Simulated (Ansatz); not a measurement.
The relaxed structure here is a generated cell of Rh: the first start was made by a random draw of sites in a space group, and the end was not matched to a known phase here, so it may be hypothetical. Known forms of Rh include space group No. 225.

A relaxed cell of Rh (R-3m (No. 166)), relaxed on a k-mesh at least as fine as the one used below. Computed with PBE (plane waves to 420 eV, PAW, scalar-relativistic; Ansatz, an electronic-structure program). Γ-centred k-mesh 5×10×10 on the run's cell (coarser than for final values), Fermi–Dirac smearing 0.05 eV.

```
CELL_PARAMETERS angstrom
      3.82699     2.20951     7.88287
     -1.91349     1.10476     3.94144
      0.00000    -2.20951     3.94144
ATOMIC_POSITIONS crystal
  Rh 0.00000 0.00000 0.00000
  Rh 0.50000 0.00000 0.00000
  Rh 0.11055 0.22111 0.22111
  Rh 0.61055 0.22111 0.22111
  Rh 0.38945 0.77889 0.77889
  Rh 0.88945 0.77889 0.77889
```

The atoms are displaced by (Å):

```
atom      ux      uy      uz
----  ------  ------  ------
Rh1    0.020  -0.114   0.040
Rh2    0.091  -0.042   0.091
Rh3   -0.120   0.015  -0.086
Rh4    0.035   0.040   0.062
Rh5    0.000  -0.075  -0.045
Rh6    0.022   0.042   0.012
```

What forces (eV/Å) and pressure result?


| atom | Fx | Fy | Fz |
|---|---|---|---|
| Rh1 | -0.27 | 1.36 | -0.86 |
| Rh2 | -0.69 | 0.21 | -1.08 |
| Rh3 | 1.68 | -0.34 | 1.49 |
| Rh4 | -0.23 | -1.05 | -0.34 |
| Rh5 | 0.08 | 0.41 | 0.84 |
| Rh6 | -0.57 | -0.58 | -0.05 |

Pressure +2.8 GPa.

Estimate the energy cost of the displacement in the harmonic approximation and compare with the calculation.

For a harmonic well ΔE = −½ Σ F·u = 0.438 eV a cell, or 73 meV/atom. The calculated energy relative to the undisplaced cell is +0.07 eV/atom, so the harmonic estimate holds well.

The undisplaced cell is probably no minimum: from this displacement the run went on to Fm-3m (No. 225), 0.57 eV/atom below it.

No spin polarisation in the result.
